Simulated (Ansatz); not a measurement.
# From the elastic tensor of Hf to moduli and sound speeds

These are results of DFT PBEsol, scalar-relativistic, plane waves, PAW in Ansatz 0.2.0, not measurements. Settings: 420 eV plane-wave cutoff, Γ-centred 18×18×8 mesh, Fermi-Dirac smearing of 0.15 eV. No spin polarisation.

It takes space group P6_3/mmc (No. 194, hexagonal). The conventional cell has a = 3.157 Å, b = 3.157 Å, c = 5.013 Å, α = 90.00°, β = 90.00°, γ = 120.00°. Hf (site symmetry -6m2) is surrounded by 12 Hf at 3.10 to 3.16 Å.

In a metal, frequencies and elastic constants depend on the k mesh and the smearing, soft modes and shear constants most. Spin–orbit coupling is left out, which can shift energies with elements as heavy as these.

Relaxed-ion constants (GPa, on the Cartesian axes of the calculation):
```
175.7  84.0  72.3   0.0   0.0   0.0
 84.0 175.7  72.3   0.0   0.0   0.0
 72.3  72.3 203.5   0.0   0.0   0.0
  0.0   0.0   0.0  45.6   0.0   0.0
  0.0   0.0   0.0   0.0  45.6   0.0
  0.0   0.0   0.0   0.0   0.0  45.9
```

Density 13.698 g/cm³; 2 atoms in 43.27 Å³.

The values that follow are for a polycrystal of randomly turned grains, by Hill's mean where one number stands.

With S = C⁻¹: B_V = (C11+C22+C33+2(C12+C13+C23))/9, G_V = (C11+C22+C33−C12−C13−C23+3(C44+C55+C66))/15, 1/B_R = S11+S22+S33+2(S12+S13+S23), 15/G_R = 4(S11+S22+S33−S12−S13−S23)+3(S44+S55+S66); Hill is their mean. Then v_l = √((B+4G/3)/ρ), v_t = √(G/ρ), v_m = [(2/v_t³+1/v_l³)/3]^(−1/3) and Θ = (ħ/k_B)·v_m·(6π²n/V)^(1/3) for n atoms in the volume V; E = 9BG/(3B+G), ν = (3B−2G)/(2(3B+G)) and A^U = 5G_V/G_R + B_V/B_R − 6.

| Quantity | Value |
| --- | --- |
| Bulk modulus, Voigt / Reuss / Hill | 112.4 / 112.3 / 112.3 GPa |
| Shear modulus, Voigt / Reuss / Hill | 49.2 / 48.4 / 48.8 GPa |
| Young's modulus | 128 GPa |
| Poisson ratio | 0.310 |
| Pugh ratio B/G | 2.30 (over 1.75, the rule of thumb for ductile) |
| Universal anisotropy index | 0.08 |
| Longitudinal and transverse sound speeds | 3599 and 1887 m/s |
| Debye temperature from the mean sound speed | 226 K |

Cost: 1 run of about 10 core-minutes, on Intel Xeon 6975P-C (Granite Rapids) (shared hosts).